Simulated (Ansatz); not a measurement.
C (lonsdaleite): energy against volume

These are results of DFT, PBE, plane waves (420 eV) with PAW, scalar-relativistic in Ansatz 0.2.0, not measurements.

The cell is scaled uniformly from the relaxed one, with fractional coordinates and shape fixed. Energies are extrapolated to zero smearing, pressures are those at the given smearing. Because the bonds are stretched with the cell, B₀ of this curve lies above the true bulk modulus of such a structure. Magnetic state: spin not included.

A Birch-Murnaghan fit gives V₀ = 5.71 Å³/atom, B₀ = 433 GPa, B₀′ = 3.7.

Question: What are the energy above the minimum and the pressure at 5.024 Å³/atom?

Answer: 135.6 meV/atom and 70.07 GPa as computed.

Question: What are the energy above the minimum and the pressure at 5.481 Å³/atom?

Answer: 13.1 meV/atom and 19.07 GPa as computed.

Question: What are the energy above the minimum and the pressure at 6.395 Å³/atom?

Answer: 93.0 meV/atom and -39.75 GPa as computed.
